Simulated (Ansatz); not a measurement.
CaF2 (fluorite, space group No. 225), a = b = c = 5.421 Å, α = β = γ = 90.00°; the cell used has 3 atoms.

Relaxed with PBEsol. The program Ansatz at the PBEsol level (PAW) gives a gap of 7.25 eV.

Q: What gap does HSE06 give on the same cell (Ansatz, PAW)?

A: 9.52 eV, 2.27 eV more. The hybrid was solved on a coarser mesh and at special points; its gap is the smallest among all of these.

```
k  v1 PBEsol  c1 PBEsol  v1 HSE06  c1 HSE06
-  ---------  ---------  --------  --------
Γ      -0.26       7.25     -0.27      9.52
X       0.00       8.09       [?]       [?]
L      -0.86       9.45       [?]       [?]
W      -0.09       8.43       [?]       [?]
K      -0.10       8.36       [?]       [?]
```

Q: Top valence (v1) and lowest conduction level (c1) in eV from each method's valence maximum (which need not be a listed point): supply the withheld HSE06 values.

A: 
- W, v1 HSE06: -0.10
- W, c1 HSE06: 10.89
- L, v1 HSE06: -0.90
- L, c1 HSE06: 12.14
- K, v1 HSE06: -0.10
- K, c1 HSE06: 10.81
- X, v1 HSE06: 0.00
- X, c1 HSE06: 10.52

Cost on shared cores: the PBEsol run (SCF on a 9×9×9 mesh, then bands and DOS) very roughly 6 core-seconds, the HSE06 run (SCF on 7×7×7, then a few points) very roughly 90 core-seconds; the tasks are unlike.

Space group Fm-3m (fluorite). The cell was relaxed with PBEsol under the symmetry of its start.

Potentials: the later of the program's two PAW sets.
